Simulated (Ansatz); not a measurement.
**Vibrational response of TaMo4**

Theory: DFT PBE, scalar-relativistic, plane waves, PAW (Ansatz 0.2.0). Cutoff 420 eV, 10×10×14 k-points (Γ-centred), Fermi-Dirac smearing of 0.15 eV. No spin polarisation. Phonons by linear response, acoustic sum rule imposed.

The cell, relaxed at this level:
```xyz
5
Lattice="6.5590 -2.2496 -0.0115 6.5590 2.2496 -0.0115 -0.3824 0.0000 2.7499" Properties=species:S:1:pos:R:3 pbc="T T T"
Ta   -0.1912    0.0000    1.3750
Mo    5.1840    0.0000    0.2505
Mo    7.5515    0.0000    2.4764
Mo   10.2129    0.0000    1.9187
Mo    2.5227    0.0000    0.8082
```

The structure comes from a generated guess, relaxed at this level; another structure or a mixture of phases may lie lower. In a metal, frequencies depend on the k mesh and the smearing, soft modes most. Spin–orbit coupling is left out, which matters for heavy elements.

Problem. Is this structure stable against zone-centre distortions?

Solution. Yes, at Γ: no optical mode is imaginary. Strains and other wave vectors aren't tested by this run.

Problem. List the optical modes at Γ (i marks imaginary ones).

Solution.
| frequency (cm⁻¹) | degeneracy |
| --- | --- |
| 138 | 1 |
| 140 | 1 |
| 163 | 1 |
| 171 | 1 |
| 176 | 1 |
| 191 | 1 |
| 192 | 1 |
| 201 | 1 |
| 221 | 1 |
| 228 | 1 |
| 229 | 1 |
| 237 | 1 |
